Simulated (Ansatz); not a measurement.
# AuCu3-type YRe3

Level of theory: DFT, PBEsol, scalar-relativistic, no spin polarisation; plane waves to 420 eV with PAW datasets (Ansatz 0.2.0), 8×8×8 k-mesh, Gaussian smearing of 0.05 eV. The datasets are Ansatz's generated set soft_2.

```
Y Re
1.0
     4.06727    0.00000    0.00000
     0.00000    4.06727    0.00000
     0.00000    0.00000    4.06727
Y Re
1 3
Direct
  0.00000 0.00000 0.00000
  0.00000 0.50000 0.50000
  0.50000 0.50000 0.00000
  0.50000 0.00000 0.50000
```

The start was a prototype's sites filled with these elements, not a measured cell.

The cell above was scaled in volume, its shape and atoms being fixed by the lattice's symmetry. Energies are counted from the cell above.

The cell is relaxed to zero pressure at this level.

```json
{"V (Å³/atom)": "16.148", "ΔE (meV/atom)": "20.41", "P from the stress (GPa)": "10.08"}
{"V (Å³/atom)": "16.484", "ΔE (meV/atom)": "4.91", "P from the stress (GPa)": "4.78"}
{"V (Å³/atom)": "16.821", "ΔE (meV/atom)": "0.00", "P from the stress (GPa)": "0.01"}
{"V (Å³/atom)": "17.157", "ΔE (meV/atom)": "4.62", "P from the stress (GPa)": "-4.28"}
{"V (Å³/atom)": "17.494", "ΔE (meV/atom)": "17.82", "P from the stress (GPa)": "-8.15"}
```

Problem. Do the energies and the pressures agree? Compare −ΔE/ΔV between neighbouring points (1 meV/Å³ = 0.1602 GPa) with the mean of their pressures.

Solution. 
```tsv
interval (Å³/atom)	−ΔE/ΔV (GPa)	mean P (GPa)
16.15 to 16.48	7.4	7.4
16.48 to 16.82	2.3	2.4
16.82 to 17.16	-2.2	-2.1
17.16 to 17.49	-6.3	-6.2
```
They differ by 0.07 GPa at most.

Problem. What do the two routes give for V0, B0 and B0′?

Solution. A third-order Birch–Murnaghan fit of the energies: V0 = 16.82 Å³/atom, B0 = 227 GPa, B0′ = 4.3. A polynomial of P in ln V, with B = −dP/d ln V at P = 0: V0 = 16.82 Å³/atom, B0 = 226 GPa, B0′ = 4.3.

B0·V0 = 226.7 GPa × 16.82 Å³ = 23.80 eV/atom sets the scale: near the minimum ΔE ≈ ½ B0 V0 x², with x = V/V0 − 1, and a pressure of 2.3 GPa squeezes the volume by about 1 %. At the ends of the curve: x = −4.0 % predicts 19.0 meV/atom and the run gives 20.4; x = +4.0 % predicts 19.1 meV/atom and the run gives 17.8. The lopsidedness is anharmonic: atoms resist being pushed together more than being pulled apart.

These numbers lack spin–orbit coupling. The run is a metal.
